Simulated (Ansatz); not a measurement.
MgTe (zinc blende, space group No. 216), the program Ansatz at the PBE level (PAW). The conduction-band minimum lies at Γ, with 1 equivalent valley. Second derivatives d²E/dk² of the lowest band at one valley (eV·Å²), along Cartesian directions:

```
direction  d²E/dk²
---------  -------
[100]        45.13
[010]        45.13
[001]        45.13
[110]        45.10
[101]        45.10
[011]        45.10
```

Find the principal effective masses, the density-of-states mass and the conductivity mass.

Off-diagonal terms follow from H_xy = H[110] − (H_xx + H_yy)/2, and m*/mₑ = 7.620 eV·Å² over each eigenvalue: 0.17, 0.17, 0.17. One valley's DOS mass (m₁m₂m₃)^(1/3) = 0.17, conductivity mass 3/(Σ 1/mᵢ) = 0.17 mₑ.

What effective density of states Nc follows at 300 K for parabolic valleys?

Nc = 2.509e19 × 1 × (0.17)^(3/2) ≈ 1.8e18 cm⁻³.

With the computed static dielectric constant 8.01 (mean of the diagonal), estimate a hydrogenic donor's binding energy and radius.

E = 13.606 eV × 0.17/8.01² ≈ 36 meV; a = 0.529 Å × ε/m* ≈ 25 Å. Semilocal masses tend to be too small where the gap is.

With ε∞ = 5.51 and ω_LO = 277 cm⁻¹, what Fröhlich coupling constant follows?

α = (1/ε∞ − 1/ε0) √(m* × 13.606 eV/ħω_LO) = 0.46.

Space group F-43m (zinc blende). Symmetry was held in the PBE relaxation; phonons on a q-mesh show no instability. Scalar-relativistic: spin–orbit coupling is off unless named, which matters more the heavier the elements.

Potentials: the later of the program's two PAW sets.
